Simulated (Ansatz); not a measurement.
## Kick test of a cell of Zn₂CdSe₃

The structure comes from a generated guess, relaxed at this level; another structure or a mixture of phases may lie lower.

These are results of DFT PBE, scalar-relativistic, plane waves, PAW in Ansatz, not measurements. Plane waves to 420 eV, a k mesh through Γ of 6×6×2 on the computed 12-atom cell and Gaussian smearing (0.02 eV); no spin polarisation.

The cell below (12 atoms, space group P3m1 (No. 156)) is relaxed within its symmetry.

```xyz
12
Lattice="4.1478 0.0000 0.0000 -2.0739 3.5921 0.0000 0.0000 0.0000 20.5821" Properties=species:S:1:pos:R:3 pbc="T T T"
Zn    0.0000    0.0000    3.1982
Zn    0.0000    0.0000   17.2309
Zn    2.0739    1.1974   13.9530
Zn    2.0739    1.1974   20.5096
Cd    0.0000    0.0000   10.4930
Cd    2.0739    1.1974    6.7519
Se    0.0000    0.0000    5.6774
Se    0.0000    0.0000   13.1633
Se    0.0000    0.0000   19.7195
Se    2.0739    1.1974    2.4160
Se    2.0739    1.1974    9.4099
Se    2.0739    1.1974   16.4420
```

For the test it was strained at random (σ = 1.5 % a component), the atoms were moved at random (σ = 0.15 Å), and all was relaxed again on a coarse 6×6×1 mesh (in the run’s order of axes) with 0.10 eV smearing, with no symmetry imposed.

Problem. Does it come back?

Solution. It returns, within 1 meV/atom of the unmoved cell on that mesh and with the same symmetry when read at 0.1 Å (P1 at 0.01 Å, so small strains and shifts remain). So it is stable against the distortions that fit this cell and that this random move excites. Modes that don't fit the cell aren't tested.
